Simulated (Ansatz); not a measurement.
Consider the following.

CaO:
```
CELL_PARAMETERS angstrom
      0.00000     2.41539     2.41539
      2.41539     0.00000     2.41539
      2.41539     2.41539     0.00000
ATOMIC_POSITIONS crystal
  Ca 0.00000 0.00000 0.00000
  O  0.50000 0.50000 0.50000
```

This is the PBE-relaxed structure.

Task: All from DFT-PBE in the program Ansatz with PAW potentials, unless another level is named. Give the vibrational entropy at 300 K.

Result: 21.2 J/(K·mol of atoms).

Task: Next, the Debye temperature from the elastic constants?

Result: 646 K.

Task: What about the elastic constants (relaxed ions, GPa)?

Result: C11 = 201, C12 = 57.6, C44 = 75.8.

Task: And the zero-point energy?

Result: 51.7 meV/atom.

Space group Fm-3m (rock salt). The cell was relaxed with PBE under the symmetry of its start; phonons on a q-mesh show no instability.

Potentials: the later of the program's two PAW sets.
